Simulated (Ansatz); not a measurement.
Input:

Starting cell, BAs (zinc blende):

```yaml
crystal:
  lattice:
    - [0.00000, 2.40467, 2.40467]
    - [2.40467, 0.00000, 2.40467]
    - [2.40467, 2.40467, 0.00000]
  atoms:
    - { symbol: As, position: [0.75000, 0.75000, 0.75000] }
    - { symbol: B, position: [0.00000, 0.00000, 0.00000] }
```

Scan: atom 2 (B, nearest neighbour As at 2.083 Å; its periodic images, 3.4 Å or more away, move with it) is displaced along Cartesian [110], direction (0.707, 0.707, 0.000) in Cartesian axes, by s. The other atoms stay.

The numbers are results of PBE (plane waves to 420 eV, PAW, scalar-relativistic; Ansatz, a quantum-chemistry and plane-wave program), not measurements. k mesh 10×10×10 (Γ-centred), Fermi-Dirac smearing 0.05 eV. The energy includes the smearing's −TS. As the smearing reaches across the gap at some points, energies and forces of such displacements shift with the k mesh and the smearing. BAs was relaxed with its symmetry unable to fall. ΔE is measured from the undisplaced structure.

The scan covers s from -0.420 to 0.420 Å in 11 points.

Question: Is this a single well or a double well?

Answer: A single well with its minimum at or next to zero displacement.

Question: Is the energy the same for equal positive and negative displacements?

Answer: Even: the same for both signs. With its periodic images moving along, the atom's site symmetry in this cell is -43m.

Question: What is the force constant k = d²E/ds² of this move at s = 0?

Answer: 16.0 eV/Å².

(For displaced atoms, the force is minus the slope of the energy, and its curvature is a force constant, which sets phonon frequencies.)
